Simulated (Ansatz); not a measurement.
The start is a relaxed Os cell, doubled along one cell vector, shaken by Gaussian noise of σ = 0.08 Å a coordinate. A full variable-cell relaxation at zero pressure is run with r2SCAN (plane waves to 500 eV, PAW, scalar-relativistic; Ansatz, a quantum-chemistry and plane-wave program). The first steps use a coarse 7×14×4 k-mesh.

Starting cell:
```
Os
1.0
    5.44894     0.00000     0.00000
   -1.36223     2.35946     0.00000
    0.00000     0.00000     8.75102
Os
8
Direct
  0.00584   0.00688   0.98821
  0.47391   0.93537   0.01385
  0.01025   0.06458   0.50093
  0.51239   0.99404   0.48952
  0.16092   0.68947   0.25071
  0.64014   0.60125   0.25522
  0.34714   0.31929   0.75135
  0.85487   0.34932   0.76754
```

### Question
How much energy is released per atom?

### Answer
0.15 eV/atom.

### Question
Is the parent structure recovered?

### Answer
The parent structure is recovered, P6₃/mmc (No. 194).

### Question
How do the shortest distances between atoms change?

### Answer
The closest pairs of elements (up to four, under 3.6 Å), start → end: Os–Os 2.46 → 2.70 Å.

Relaxed structure:

Space group P6₃/mmc (No. 194); a = b = 2.7233 Å, c = 8.7565 Å, α = β = 90.00°, γ = 120.00°

```
atom  site  symmetry       x       y       z
----  ----  --------  ------  ------  ------
Os      2a      -3m.  0.0000  0.0000  0.0000
Os      2c      -6m2  0.3333  0.6667  0.2500
```

Final values are on a 20×20×6 k-mesh of the relaxed cell. No spin polarisation in the result.

The relaxed structure here is a generated cell of Os: the first start was made by placing the elements on the sites of a structure type, and the end was not matched to a known phase here, so it may be hypothetical. A known form of Os has the same space group but another cell.
